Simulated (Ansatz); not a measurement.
Relaxed-ion elastic tensor of Ir (fcc (Cu type), Fm-3m) in GPa (Voigt order), plane-wave PAW LDA (Ansatz code); density 23.07 g/cm³, 13.84 Å³ per atom.

```
672  272  272  0.0  0.0  0.0
272  672  272  0.0  0.0  0.0
272  272  672  0.0  0.0  0.0
0.0  0.0  0.0  293  0.0  0.0
0.0  0.0  0.0  0.0  293  0.0
0.0  0.0  0.0  0.0  0.0  293
```

Q: Is the crystal mechanically stable?

A: Yes: the smallest eigenvalue of C is 293 GPa.

Q: Work out the Voigt, Reuss and Hill averages.

A: K_V = 406, K_R = 406, K_H = 406; G_V = 256, G_R = 247, G_H = 251 GPa.

Q: Give Young's modulus, Poisson's ratio, Pugh's ratio and the universal anisotropy index.

A: E = 9KG/(3K + G) = 625 GPa; ν = 0.24; K/G = 1.61 (brittle by the Pugh limit of 1.75); A_U = 5G_V/G_R + K_V/K_R − 6 = 0.18.

Q: Estimate the sound speeds and the Debye temperature.

A: v_l = √((K + 4G/3)/ρ) = 5670 m/s, v_t = √(G/ρ) = 3300 m/s, mean 3660 m/s; Θ = (h/k)(3n/4πV)^(1/3) v_m = 454 K.

Q: Give the Zener ratio and Young's modulus along [100], [110] and [111].

A: A = 2C44/(C11 − C12) = 1.46; 1/E = S11 − 2(S11 − S12 − S44/2)Γ with Γ = 0, 1/4, 1/3 gives 515, 647, 708 GPa.

Q: Solve the Christoffel equation for the three sound speeds along [100], [110], [111].

A: Eigenvalues of C_ijkl n_j n_l equal ρv². In km/s, slowest first: [100] 3.56, 3.56, 5.40; [110] 2.94, 3.56, 5.76; [111] 3.16, 3.16, 5.87.

The cell was relaxed with LDA under the symmetry of its start. The run is not spin-polarised. As this level gives no gap, shear constants depend on the k-mesh and smearing (Fermi–Dirac, 0.1 eV here). Scalar-relativistic: spin–orbit coupling is off unless named, which matters more the heavier the elements.

Potentials: the earlier of the program's two PAW sets. The files were generated under PBE; for other functionals the program regenerates the frozen cores, and for LDA and PBEsol the local potential too.
